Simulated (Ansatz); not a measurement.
NiP:
```
NiP
1.0
    4.84947     0.00000     0.00000
    0.00000     6.87390     0.00000
    0.00000     0.00000     5.99935
Ni P
8 8
Direct
  0.98466   0.10213   0.30664
  0.01534   0.89787   0.69336
  0.51534   0.89787   0.80664
  0.48466   0.10213   0.19336
  0.48466   0.39787   0.69336
  0.51534   0.60213   0.30664
  0.01534   0.60213   0.19336
  0.98466   0.39787   0.80664
  0.82584   0.38785   0.44351
  0.17416   0.61215   0.55649
  0.67416   0.61215   0.94351
  0.32584   0.38785   0.05649
  0.32584   0.11215   0.55649
  0.67416   0.88785   0.44351
  0.17416   0.88785   0.05649
  0.82584   0.11215   0.94351
```

This is the r²SCAN-relaxed structure.

All from r²SCAN (plane waves, PAW; program Ansatz), unless another level is named. Give the electronic character.

metallic (no gap).

Give the formation energy from the elements (no fitted shifts).

-471 meV/atom.

Give the density of states at the Fermi level.

0.27 states/eV per atom (mean over ±0.08 eV).

Space group Pbca. The first step of the workflow began from a Materials Project structure, measured or hypothetical; the Crystallography Open Database files this formula in space group No. 61, but the cells were not matched. Whether it is the stable phase at ambient conditions was not checked. The cell was relaxed with r²SCAN under the symmetry of its start; its stability against distortions is not shown here. No spin polarisation was allowed. The references are the lowest solids computed at this level, not always the standard phases.

Potentials: the later of the program's two PAW sets.
